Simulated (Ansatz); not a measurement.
GeMo:
```yaml
crystal:
  lattice:
    - [3.19889, 0.00000, 0.00000]
    - [-1.59944, 2.77032, 0.00000]
    - [0.00000, 0.00000, 7.24722]
  atoms:
    - { symbol: Mo, position: [0.00000, 0.00000, 0.00000] }
    - { symbol: Mo, position: [0.00000, 0.00000, 0.50000] }
    - { symbol: Ge, position: [0.33333, 0.66667, 0.25000] }
    - { symbol: Ge, position: [0.66667, 0.33333, 0.75000] }
```

Relaxed with PBE. Special points in fractions of this cell's reciprocal vectors: Γ (0.000, 0.000, 0.000); M (0.500, 0.000, 0.000); K (0.333, 0.333, 0.000); A (0.000, 0.000, 0.500); L (0.500, 0.000, 0.500); H (0.333, 0.333, 0.500).

**Question.** List the band energies nearest the Fermi level at these points for PBE (plane waves, PAW; program Ansatz).

**Answer.** In eV from the Fermi level; about four levels below and three above (degenerate sets whole), none deeper than 8.9 eV; points with the same levels are listed once.

| k | below | above |
|---|---|---|
| Γ | -1.53 -1.53 -0.69 -0.69 | 0.02 0.02 0.04 |
| M | -2.63 -2.11 -1.98 -1.20 | 0.27 1.22 2.15 |
| K | -3.10 -3.10 -1.62 -0.91 -0.91 | 1.21 1.21 1.24 |
| A | -1.13 -1.13 -1.13 -1.13 -0.09 -0.09 | 0.35 0.35 0.35 0.35 |
| L | -1.67 -1.67 -1.21 -1.21 | 2.18 2.18 2.35 2.35 |
| H | -3.08 -3.08 -1.04 -1.04 | 2.35 2.35 2.36 2.36 |

Space group P6_3/mmc (NiAs type). A made-up cell: these elements were put on the sites of a structure type; neither database checked (COD, Materials Project) lists it. Whether it is the stable phase at ambient conditions was not checked. The cell was relaxed with PBE under the symmetry of its start; its stability against distortions is not shown here. The run is not spin-polarised. Scalar-relativistic: spin–orbit coupling is off unless named, which matters more the heavier the elements.

Potentials: the later of the program's two PAW sets.
